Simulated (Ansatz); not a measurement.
GaAg:
```xyz
2
Lattice="3.1907 0.0000 0.0000 0.0000 3.1907 0.0000 0.0000 0.0000 3.1907" Properties=species:S:1:pos:R:3 pbc="T T T"
Ga     1.5953     1.5953     1.5953
Ag     0.0000     0.0000     0.0000
```

Relaxed with LDA. Special points in fractions of this cell's reciprocal vectors: Γ (0.000, 0.000, 0.000); X (0.000, 0.500, 0.000); M (0.500, 0.500, 0.000); R (0.500, 0.500, 0.500).

Question: List the band energies nearest the Fermi level at these points for LDA in the plane-wave PAW code Ansatz.

Answer: In eV from the Fermi level; about four levels below and three above (degenerate sets whole), none deeper than 8.9 eV; … stands for higher levels left out; points with the same levels are listed once.

```
k                                below           above
-  -----------------------------------  --------------
Γ        -6.16 -6.16 -4.82 -4.82 -4.82  3.30 3.30 3.30
X              -5.53 -5.53 -4.80 -3.33  7.60 7.60 8.94
M              -4.30 -3.02 -3.02 -1.08     0.85 7.58 …
R  -6.73 -6.73 -6.73 -4.27 -4.27 -2.11  2.67 2.67 2.67
```

Space group Pm-3m (CsCl type). The workflow started from an entry of the Crystallography Open Database (COD). Whether it is the stable phase at ambient conditions was not checked. The cell was relaxed with LDA under the symmetry of its start. At this level the phase is mechanically unstable. No spin polarisation was allowed. Scalar-relativistic: spin–orbit coupling is off unless named, which matters more the heavier the elements.

Potentials: the later of the program's two PAW sets.
